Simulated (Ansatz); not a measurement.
**Sc6Te2Ru: computed properties**

Level of theory: DFT r2SCAN, scalar-relativistic, plane waves, PAW (Ansatz).

Cutoff 500 eV; k points 6×6×10 on the computed 9-atom cell (Γ-centred); Gaussian smearing, width 0.10 eV; no spin polarisation.

The structure is relaxed at this level of theory with its symmetry kept. Whether it is the stable form of this composition wasn't checked.

The structure is hexagonal, space group P-62m (No. 189). Conventional cell: a = 7.734 Å, b = 7.734 Å, c = 3.839 Å, α = 90.00°, β = 90.00°, γ = 120.00°. Sc (site symmetry m2m) is surrounded by 2 Ru at 2.66 Å and 2 Te at 3.02 Å. Sc (site symmetry m2m) is surrounded by 1 Ru at 2.99 Å and 4 Te at 3.07 Å and 4 Sc at 3.24 Å. Te (site symmetry -6) has 9 Sc at 3.02 to 3.07 Å as nearest neighbours. Ru (site symmetry -62m) is surrounded by 9 Sc at 2.66 to 2.99 Å.

```
Volume per atom                                   : 149.1 bohr³
Generalised Kohn–Sham band gap                    : none (metal)
Density of states at the Fermi level              : 5.20 states/eV per cell
Löwdin character within 0.5 eV of the Fermi level : Sc 3d 78 %, Ru 4d 8 %, unprojected 7 %
Bader charges (e)                                 : Sc (3 in the cell) 1.26, Sc (3 in the cell) 1.25, Te (2 in the cell) -1.89, Ru (1 in the cell) -3.73
```

Spin-orbit coupling is left out, which matters for the bands of heavy elements.

Cost: 1 run of about 18 core-minutes, on Intel Xeon Processor @ 2.50GHz (Skylake/Cascade Lake) (shared hosts).